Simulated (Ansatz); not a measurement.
Bi (simple cubic, space group No. 221) at seven volumes, DFT-PBEsol in the program Ansatz with PAW potentials, scaled uniformly. One row is withheld.

```tsv
V (Å³/atom)	P (GPa)
30.360	6.33
31.361	3.84
32.362	1.75
33.363	0.00
34.364	-1.47
35.365	?
36.366	-3.75
```

Problem. Fit the shown pressures and predict the withheld one.

Solution. Third-order Birch–Murnaghan: P = (3/2)B₀(x^(7/2) − x^(5/2))[1 + (3/4)(B′ − 4)(x − 1)] with x = (V₀/V)^(2/3). Least squares on the six rows gives V₀ = 33.363 Å³/atom, B₀ = 53.47 GPa, B′ = 4.80. At V = 35.365, x = 0.9619 and P = -2.71 GPa. The run itself gave -2.70 GPa.

Space group Pm-3m (simple cubic). The start of the workflow was typed in or built on a structure type; neither database checked (COD, Materials Project) lists it. It is not the phase usual at ambient conditions (space group No. 166). Symmetry was held in the PBEsol relaxation; whether a distortion lowers the energy is not shown. Scalar-relativistic: spin–orbit coupling is off unless named, which matters more the heavier the elements.

Potentials: the earlier of the program's two PAW sets. The files were generated under PBE; for other functionals the program regenerates the frozen cores, and for LDA and PBEsol the local potential too.
